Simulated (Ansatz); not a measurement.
Ti3Zn3N:
```
CELL_PARAMETERS angstrom
      0.00000     5.69961     5.69961
      5.69961     0.00000     5.69961
      5.69961     5.69961     0.00000
ATOMIC_POSITIONS crystal
  Ti 0.31984 0.31984 0.68016
  Ti 0.56984 0.56984 0.93016
  Ti 0.68016 0.68016 0.31984
  Ti 0.93016 0.93016 0.56984
  Ti 0.68016 0.31984 0.31984
  Ti 0.93016 0.56984 0.56984
  Ti 0.31984 0.68016 0.68016
  Ti 0.56984 0.93016 0.93016
  Ti 0.31984 0.68016 0.31984
  Ti 0.56984 0.93016 0.56984
  Ti 0.68016 0.31984 0.68016
  Ti 0.93016 0.56984 0.93016
  Zn 0.62500 0.12500 0.12500
  Zn 0.12500 0.12500 0.62500
  Zn 0.12500 0.62500 0.12500
  Zn 0.12500 0.12500 0.12500
  Zn 0.25232 0.91589 0.91589
  Zn 0.33411 0.33411 0.99768
  Zn 0.91589 0.25232 0.91589
  Zn 0.33411 0.33411 0.33411
  Zn 0.91589 0.91589 0.91589
  Zn 0.33411 0.99768 0.33411
  Zn 0.91589 0.91589 0.25232
  Zn 0.99768 0.33411 0.33411
  N  0.12500 0.62500 0.62500
  N  0.62500 0.62500 0.12500
  N  0.62500 0.12500 0.62500
  N  0.62500 0.62500 0.62500
```

Relaxed with r²SCAN. Special points in fractions of this cell's reciprocal vectors: Γ (0.000, 0.000, 0.000); X (0.500, 0.000, 0.500); U (0.625, 0.250, 0.625); K (0.375, 0.375, 0.750); L (0.500, 0.500, 0.500); W (0.500, 0.250, 0.750).

Q: List the band energies nearest the Fermi level at these points for plane-wave PAW r²SCAN (Ansatz code).

A: In eV from the Fermi level; about four levels below and three above (degenerate sets whole), none deeper than 8.9 eV; points with the same levels are listed once.

```json
[
 {"k": "Γ", "below": "-0.07 -0.07 -0.07 -0.04 -0.04 -0.04", "above": "1.03 1.03 1.21 1.21 1.21"},
 {"k": "X", "below": "-0.29 -0.29 -0.28 -0.28", "above": "0.06 0.06 0.28 0.28"},
 {"k": "U", "below": "-0.39 -0.39 -0.23 -0.19", "above": "0.05 0.08 0.20"},
 {"k": "L", "below": "-0.17 -0.17 -0.17 -0.16 -0.07 -0.07", "above": "0.45 0.45 0.63 0.63"},
 {"k": "W", "below": "-0.31 -0.31 -0.23 -0.23", "above": "0.21 0.21 0.30 0.30"}
]
```

Space group Fd-3m. The workflow started from a Materials Project entry (that database holds measured and hypothetical structures alike); the Crystallography Open Database copy checked does not list it. Whether it is the stable phase at ambient conditions was not checked. Symmetry was held in the r²SCAN relaxation; whether a distortion lowers the energy is not shown. The run is not spin-polarised.

Potentials: the later of the program's two PAW sets.
